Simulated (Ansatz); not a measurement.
CaO:
```
CaO
1.0
    0.00000     2.58965     2.58965
    2.58965     0.00000     2.58965
    2.58965     2.58965     0.00000
Ca O
1 1
Direct
  0.00000   0.00000   0.00000
  0.25000   0.25000   0.25000
```

Relaxed with PBEsol. Special points in fractions of this cell's reciprocal vectors: Γ (0.000, 0.000, 0.000); X (0.500, 0.000, 0.500); U (0.625, 0.250, 0.625); K (0.375, 0.375, 0.750); L (0.500, 0.500, 0.500); W (0.500, 0.250, 0.750).

Task: List the band energies nearest the valence-band maximum at these points for PBEsol (plane waves, PAW; program Ansatz).

Result: In eV from the valence-band maximum; about four levels below and three above (degenerate sets whole), none deeper than 8.9 eV; points with the same levels are listed once.

```json
[
 {"k": "Γ", "below": "-0.67 -0.67 -0.67", "above": "3.27 8.06 8.06"},
 {"k": "X", "below": "-1.50 0.00 0.00", "above": "4.88 6.64 9.15"},
 {"k": "U", "below": "-1.12 -0.29 -0.11", "above": "4.96 6.75 8.27"},
 {"k": "L", "below": "-1.03 -0.39 -0.39", "above": "6.13 7.95 7.95"},
 {"k": "W", "below": "-0.89 -0.59 0.00", "above": "4.91 6.44 8.65"}
]
```

Space group F-43m (zinc blende). The start of the workflow was typed in or built on a structure type; neither database checked (COD, Materials Project) lists it. It is not the phase usual at ambient conditions (space group No. 225). The PBEsol relaxation kept the symmetry of its start; whether a distortion lowers the energy is not shown.

Potentials: the earlier of the program's two PAW sets. The files were generated under PBE; for other functionals the program regenerates the frozen cores, and for LDA and PBEsol the local potential too.
